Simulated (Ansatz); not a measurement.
Ga₂O₃:
```
CELL_PARAMETERS angstrom
      6.13802     1.52373     0.00000
     -6.13802     1.52373     0.00000
     -1.37788     0.00000     5.64464
ATOMIC_POSITIONS crystal
  Ga 0.90951 0.09049 0.70469
  Ga 0.09049 0.90951 0.29531
  Ga 0.65876 0.34124 0.81446
  Ga 0.34124 0.65876 0.18554
  O  0.82677 0.17323 0.93725
  O  0.17323 0.82677 0.06275
  O  0.83474 0.16526 0.39046
  O  0.16526 0.83474 0.60954
  O  0.49626 0.50374 0.75594
  O  0.50374 0.49626 0.24406
```

Tensor components refer to the Cartesian frame of this cell.

Problem. Give the high-frequency dielectric tensor and the Born effective charge tensors of the independent atoms from DFPT, the program Ansatz at the PBEsol level (PAW).

Solution. 
ε∞:
```
4.11  0.00  0.00
0.00  4.21  0.00
0.00  0.00  4.22
```
Z* of atom 1 (Ga), rows: field, columns: displacement, in e:
```
 2.75   0.00  -0.28
 0.00   2.89   0.00
-0.16   0.00   3.07
```
Z* of atom 3 (Ga), rows: field, columns: displacement, in e:
```
3.24  0.00  0.34
0.00  3.45  0.00
0.19  0.00  3.13
```
Z* of atom 5 (O), rows: field, columns: displacement, in e:
```
-2.25   0.00   0.21
 0.00  -1.97   0.00
 0.24   0.00  -2.31
```
Z* of atom 7 (O), rows: field, columns: displacement, in e:
```
-1.45   0.00  -0.06
 0.00  -2.11   0.00
-0.03   0.00  -2.51
```
Z* of atom 9 (O), rows: field, columns: displacement, in e:
```
-2.30   0.00  -0.22
 0.00  -2.27   0.00
-0.23   0.00  -1.38
```

Space group C2/m. Symmetry was held in the PBEsol relaxation. Spin–orbit coupling is left out wherever it is not named.

Potentials: the later of the program's two PAW sets.
